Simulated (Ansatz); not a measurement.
This cell of C (graphite type, space group P6_3/mmc) is off equilibrium:

```yaml
crystal:
  lattice:
    - [2.50650, 0.00000, 0.00000]
    - [-1.25325, 2.17069, 0.00000]
    - [0.00000, 0.00000, 6.69351]
  atoms:
    - { symbol: C, position: [0.00000, 0.00000, 0.25000] }
    - { symbol: C, position: [0.00000, 0.00000, 0.75000] }
    - { symbol: C, position: [0.33333, 0.66667, 0.25000] }
    - { symbol: C, position: [0.66667, 0.33333, 0.75000] }
```

Method: PBEsol-D3(BJ) (plane waves to 420 eV, PAW, scalar-relativistic; Ansatz, an electronic-structure program). k mesh 16×16×6 (Γ-centred), Fermi-Dirac smearing 0.05 eV. The energy includes the smearing's −TS. Stress and pressure are positive under compression. C was relaxed with its symmetry unable to fall.

Question: What is the stress tensor (GPa)?

Answer: 
```
  -23.4      0.0      0.0
    0.0    -23.4      0.0
    0.0      0.0     -0.4
```
The pressure, a third of the trace, is -15.8 GPa.

Question: It is the relaxed cell scaled evenly to V/V₀ = 1.060, atoms relaxed where free. What is its energy relative to the relaxed cell?

Answer: 27 meV/atom.

(A scan under strain: stresses follow from slopes of the energy per volume, elastic moduli from its curvatures.)
